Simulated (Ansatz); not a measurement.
Cu: strain energy, fitted

Cu, P6_3/mmc, a = 2.531 Å, c = 4.130 Å. This isn't the element's structure at ambient conditions. Ansatz: r2SCAN, PAW, 500 eV, Γ-centred 24×24×12 mesh on 2 atoms, Gaussian smearing 0.10 eV; no spin polarisation. Series: equal strain along all axes, cell held, atoms fixed by symmetry; x is the strain in per cent. y is the free energy over the unstrained cell, V0 = 11.451 Å³/atom.

| x (%) | y (meV/atom) |
| --- | --- |
| -6.0 | ? |
| -4.0 | 98.23 |
| -2.0 | 22.58 |
| 0.0 | 0.00 |
| 2.0 | 19.25 |
| 4.0 | 71.07 |
| 6.0 | 147.90 |

**Question.** Fit y = c2 x² + c3 x³ to the other rows, turn c2 into a modulus, and predict the missing energy.

**Answer.** Least squares on the rows shown. y = 5.3119 x² − 0.20234 x³. In eV per unit strain² c2 is 53.12; the stiffness is B for this strain (E = 9/2 B V0 ε², shape held): 2 × 53.12 × 160.2 / (9 × 11.451) = 165 GPa. At x = -6.0 the fit asked for gives 234.93 meV/atom. The run gave 240.74 meV/atom, so the fit is 5.81 meV/atom too low, 2.4 % of the span of the series, against an rms of 0.53 meV/atom on the fitted rows. The row lies outside the fitted range. With a term in x⁴ added, a fit to the same known rows predicts 239.58 meV/atom, so most of the miss is curvature that the known rows already hold.

Cost: 7 runs of about 2.6 core-minutes in all, on Arm Neoverse V2 (shared hosts).